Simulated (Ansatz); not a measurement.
BaTiNOF in space group Pmmm (No. 47; Pearson symbol oP5), DFT-r²SCAN in the program Ansatz with PAW potentials. The conduction-band minimum lies at Γ, with 1 equivalent valley. Second derivatives d²E/dk² of the lowest band at one valley (eV·Å²), along Cartesian directions:

```tsv
direction	d²E/dk²
[100]	1.148
[010]	19.78
[001]	12.90
[110]	10.46
[101]	7.020
[011]	16.34
```

**Question.** Find the principal effective masses, the density-of-states mass and the conductivity mass.

**Answer.** Off-diagonal terms follow from H_xy = H[110] − (H_xx + H_yy)/2, and m*/mₑ = 7.620 eV·Å² over each eigenvalue: 0.39, 0.59, 6.6. One valley's DOS mass (m₁m₂m₃)^(1/3) = 1.1, conductivity mass 3/(Σ 1/mᵢ) = 0.68 mₑ.

**Question.** What effective density of states Nc follows at 300 K for parabolic valleys?

**Answer.** Nc = 2.509e19 × 1 × (1.1)^(3/2) ≈ 2.9e19 cm⁻³.

The start of the workflow was typed in or built on a structure type; neither database checked (COD, Materials Project) lists it. Whether it is the stable phase at ambient conditions was not checked. The cell was relaxed with r²SCAN under the symmetry of its start; whether a distortion lowers the energy is not shown. The workflow began spin-polarised and lost its moments. Scalar-relativistic: spin–orbit coupling is off unless named, which matters more the heavier the elements.

Potentials: the earlier of the program's two PAW sets.

Edges and masses are those of Kohn–Sham bands, whose gap is no quasiparticle gap.
